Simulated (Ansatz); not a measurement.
# YNi2B2C (I4/mmm): electronic heat capacity and spin susceptibility from the density of states

Level of theory: DFT PBEsol, scalar-relativistic, plane waves, PAW in Ansatz.

Cutoff 420 eV; k points 14×14×14 on the computed 6-atom cell (Γ-centred); Gaussian smearing, width 0.10 eV; no spin polarisation.

Relaxed cell: I4/mmm, a = 3.502 Å, b = 3.502 Å, c = 10.329 Å, α = 90.00°, β = 90.00°, γ = 90.00°, 6 atoms in the primitive cell. Whether it is the stable form of this composition wasn't checked.

The density of states at the Fermi level is 3.803 states/eV in the cell of 6 atoms (1 formula unit; both spins, tetrahedra on a 21×21×21 mesh). Averaged over bins of 0.1 eV the density runs from 1.4 to 3.6 states/eV within 0.2 eV of the Fermi level, so the figure hangs on the exact place of that level.

Question: What Sommerfeld coefficient and Pauli susceptibility does this give?

Answer: Per formula unit N(E_F) = 3.803 states/eV. γ = (π²/3) k_B² N(E_F) N_A = 2.357 mJ/(mol K²) per state/eV, so γ = 9.0 mJ/(mol K²), a mole of formula units. χ_P = μ_B² N(E_F) N_A = 3.23×10⁻⁵ emu/mol per state/eV gives 12.3×10⁻⁵ emu/mol. This is the bare band result: a measured γ of the same phase is as a rule larger by a factor 1 + λ from phonons and spin fluctuations, the spin part of χ is larger by the Stoner factor, and a measured χ also holds orbital and core terms. N(E_F) at one energy is sensitive to the mesh where the density of states has sharp peaks.

A ferromagnetic start lost its moments in a first run, so spin was left out; other magnetic orders weren't tried.